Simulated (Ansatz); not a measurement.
Consider the following.

LaAl₂:
```cif
data_Al4La2
_chemical_formula_sum 'La2 Al4'
_space_group_name_H-M_alt 'P 1'
_space_group_IT_number 1
_cell_length_a 5.75057
_cell_length_b 5.75057
_cell_length_c 5.75057
_cell_angle_alpha 60.000
_cell_angle_beta 60.000
_cell_angle_gamma 60.000
loop_
_space_group_symop_operation_xyz
  'x, y, z'
loop_
_atom_site_label
_atom_site_type_symbol
_atom_site_fract_x
_atom_site_fract_y
_atom_site_fract_z
_atom_site_occupancy
La1 La 0.50000 0.50000 0.50000 1
La2 La 0.75000 0.75000 0.75000 1
Al1 Al 0.12500 0.12500 0.12500 1
Al2 Al 0.62500 0.12500 0.12500 1
Al3 Al 0.12500 0.12500 0.62500 1
Al4 Al 0.12500 0.62500 0.12500 1
```

This is the r²SCAN-relaxed structure.

Problem. All from plane-wave PAW r²SCAN (Ansatz code), unless another level is named. Estimate the formation energy from the elements (no fitted shifts).

Solution. -0.54 eV/atom.

Problem. Predict the density of states at the Fermi level.

Solution. 0.63 states/eV per atom (mean over ±0.08 eV).

Space group Fd-3m (cubic Laves (MgCu2 type)). The first step of the workflow began from a Materials Project structure, measured or hypothetical; the Crystallography Open Database copy checked does not list it. Its standing as an ambient phase is unchecked. Symmetry was held in the r²SCAN relaxation; its stability against distortions is not shown here. The references are the lowest solids computed at this level, not always the standard phases. Scalar-relativistic: spin–orbit coupling is off unless named, which matters more the heavier the elements.

Potentials: the later of the program's two PAW sets.
